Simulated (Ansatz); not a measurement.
Ca₃SnH₂ (space group Cmcm)

```xyz
12
Lattice="4.4242 -5.6810 0.0000 4.4242 5.6810 0.0000 0.0000 0.0000 5.2354" Properties=species:S:1:pos:R:3 pbc="T T T"
Ca     4.4242    -4.4384     1.3088
Ca     4.4242     4.4384     3.9265
Ca     2.6294    -1.2605     1.3088
Ca     6.2191     1.2605     3.9265
Ca     2.6294     1.2605     3.9265
Ca     6.2191    -1.2605     1.3088
Sn     4.4242    -2.1948     3.9265
Sn     4.4242     2.1948     1.3088
H      1.3415     0.0000     0.0000
H      7.5069     0.0000     0.0000
H      7.5069     0.0000     2.6177
H      1.3415     0.0000     2.6177
```

Equation-of-state scan: isotropic scaling of the cell above, V₀ being its volume. The atoms relax within the cell's symmetry.

These are r2SCAN (plane waves to 500 eV, PAW, scalar-relativistic; Ansatz, a quantum-chemistry and plane-wave program) values and carry that method's errors. k mesh 4×4×5 (Γ-centred), Fermi-Dirac smearing 0.05 eV. Compression counts positive. Ca3SnH2 was relaxed with its symmetry unable to fall.

At one point of the scan the stress tensor (GPa) is:

```
   0.94     0.00     0.00
   0.00     0.91     0.00
   0.00     0.00     1.17
```

Problem. Which point is it?
A) V/V₀ = 0.964
B) V/V₀ = 0.952
C) V/V₀ = 0.940
D) V/V₀ = 0.976

Solution. D, V/V₀ = 0.976

(A scan under strain: stresses follow from slopes of the energy per volume, elastic moduli from its curvatures.)
